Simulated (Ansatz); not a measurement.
What DFT gives for Cd3Ga

```yaml
crystal:
  lattice:
    - [3.52410, 5.19088, 0.00000]
    - [3.52410, -5.19088, 0.00000]
    - [0.00000, 0.00000, -4.70965]
  atoms:
    - { symbol: Cd, position: [0.30790, 0.11790, 0.75000] }
    - { symbol: Cd, position: [0.69210, 0.88210, 0.25000] }
    - { symbol: Cd, position: [0.11790, 0.30790, 0.25000] }
    - { symbol: Cd, position: [0.88210, 0.69210, 0.75000] }
    - { symbol: Ga, position: [0.36790, 0.63210, 0.75000] }
    - { symbol: Ga, position: [0.63210, 0.36790, 0.25000] }
    - { symbol: Cd, position: [0.82490, 0.17510, 0.75000] }
    - { symbol: Cd, position: [0.17510, 0.82490, 0.25000] }
```

Method: r2SCAN, no spin polarisation; PAW, plane waves to 500 eV, 6×6×7 Γ-centred mesh, fermi-dirac occupations (width 0.1 eV) (Ansatz 0.2.0), atoms fixed.

Question: Where is the largest force?

Answer: The largest is on Cd1 (and as large on other atoms): 0.52 eV/Å, components (0.51, -0.07, 0.00). It makes 123° with the line to a nearest neighbour, Cd8 at 2.91 Å.

Question: What does the stress say?

Answer: The pressure is 0.5 GPa (compression positive), so with the atoms held at these fractions the cell would first expand. The principal stresses -0.6, 1.0, 1.1 GPa differ, so its shape would change too.

Question: What happens at the Fermi level?

Answer: It is a metal, with about 3 states/eV a cell as the mean within 0.25 eV of the Fermi level.

Question: Is it stable against the elements?

Answer: 0.13 eV an atom against the elements' usual phases (free molecules for gases, crystals otherwise, with no correction for O₂ or N₂), so at this geometry it isn't bound against them. Relaxing would lower it.

Question: Describe some of the short contacts.

Answer: Cd–Cd at 2.91 Å: least valence density 0.21 e/Å³ and ELF 0.22 there. Ga–Cd at 3.09 Å: least valence density 0.16 e/Å³ and ELF 0.28 there. Ga–Ga at 3.62 Å: least valence density 0.08 e/Å³ and ELF 0.13 there. Both are smooth PAW fields, read partly inside the augmentation spheres.

Origin: a known structure type with other elements, at an estimated volume, so it need not be a known compound.
